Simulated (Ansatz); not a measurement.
## How InSb (F-43m) stiffens under pressure

```
In Sb
1.0
     0.00000    3.27801    3.27801
     3.27801    0.00000    3.27801
     3.27801    3.27801    0.00000
In Sb
1 1
Direct
  0.00000 0.00000 0.00000
  0.75000 0.75000 0.75000
```

This is the zero-pressure cell. At each pressure cell and atoms are relaxed in this structure, and the constants are slopes of the stress at strains of ±0.005 with relaxed ions (the coefficients that govern stability under load). Level: r²SCAN, PAW on Ansatz 0.2.0's default frozen-core files (fitted under PBE), scalar-relativistic; k mesh 12×12×12, strains of ±0.005, Fermi-Dirac smearing of 0.100 eV, cutoff 500 eV. P is the pressure of the relaxed cell, less that of this one.

```csv
P (GPa),V/V₀,C11 (GPa),C12 (GPa),C44 (GPa)
0.00,1.0000,63.7,33.5,29.5
0.96,0.9792,68.1,38.1,30.0
1.98,0.9596,72.6,42.8,30.4
3.99,0.9265,81.1,52.1,30.8
6.97,?,?,?,?
9.99,0.8542,104.0,78.3,29.4
14.98,0.8111,121.2,99.2,26.5
```

Problem. Does the bulk modulus from the constants agree with the pressure-volume curve?

Solution. A third-order Birch-Murnaghan fit to the volumes shown (F against f, f = [(V₀/V)^(2/3) − 1]/2) gives B₀ = 43.6 GPa and B′ = 4.7. Its −V dP/dV stands beside (C11 + 2C12)/3:

```
P (GPa)  from P(V)  from the constants
   0.00       43.6                43.6
   0.96       48.1                48.1
   1.98       52.8                52.8
   3.99       61.6                61.8
   9.99       87.0                86.9
  14.98      107.3               106.5
```

Problem. What are the pressure derivatives at zero pressure?

Solution. Slopes at V₀ of quadratic fits in −ln(V/V₀) through the first four rows shown, divided by B₀: dC11/dP = 4.6, dC12/dP = 4.7, dC44/dP = 0.7. The mean slopes up to 2.0 GPa are 4.5, 4.7, 0.5; curvature and scatter of the constants part the two. The combination (dC11/dP + 2 dC12/dP)/3 = 4.7 stands against B′.

Problem. Fill the row at 6.97 GPa.

Solution. Cubic fits in −ln(V/V₀) through all rows shown give C11 = 92.9, C12 = 65.4, C44 = 30.5 GPa. Computed: V/V₀ = 0.8868, C11 (GPa) = 92.9, C12 (GPa) = 65.4, C44 (GPa) = 30.5.

Problem. Does a shear stiffness soften?

Solution. C44 goes from 29.5 to 26.5 GPa, through a maximum of 30.8 near 4 GPa; (C11 − C12)/2 goes from 15.1 to 11.0 GPa. C44 and (C11 − C12)/2 soften under pressure, though the lattice stays mechanically stable over this range.

Limits of these numbers: no other phase was computed; many crystals of this kind change structure within this range, and rows or crossings beyond such a change describe a metastable lattice; frozen-core PAW files fitted under PBE, their cores solved anew for the functional of the run; the gap is closed or tiny at this level, so small that the run used smearing; responses move with mesh and smearing; phonons weren't checked at these pressures.
